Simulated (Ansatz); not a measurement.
Values for one crystal, relaxed and computed with plane-wave PAW r²SCAN+D4 (Ansatz code); other levels are named.

- Volume per atom = 22.13 Å³
- Band gap = 1.80 eV (indirect)
- HSE06 gap on the r²SCAN+D4 cell = 3.08 eV
- Smallest direct gap on the standard path = 1.89 eV
- Formation energy from the elements (no fitted shifts) = -75 kJ/mol-atom
- Gap with spin–orbit coupling = 1.79 eV
- Hole effective mass with spin–orbit coupling = 1.3, 2.0, 3.9 mₑ (principal values)

Problem. Which of these materials gives this?
A. CrCl3, C2/m (Cr on 4g, Cl on 8j, Cl on 4i)
B. RhCl3, C2/m (Rh on 4g, Cl on 8j, Cl on 4i)
C. MnCl2, R-3m (Mn on 3a, Cl on 6c)
D. HCl, I4/mmm (H on 2a, Cl on 2b)

Solution. B, RhCl3, C2/m (Rh on 4g, Cl on 8j, Cl on 4i)

The first step of the workflow began from a Materials Project structure, measured or hypothetical; the Crystallography Open Database files this formula in space group No. 12, but the cells were not matched. Its standing as an ambient phase is unchecked. The r²SCAN+D4 relaxation kept the symmetry of its start; its stability against distortions is not shown here. No spin polarisation was allowed. The references are the lowest solids computed at this level, not always the standard phases (solids in place of the gases). Spin–orbit coupling is left out wherever it is not named.

Potentials: the later of the program's two PAW sets.
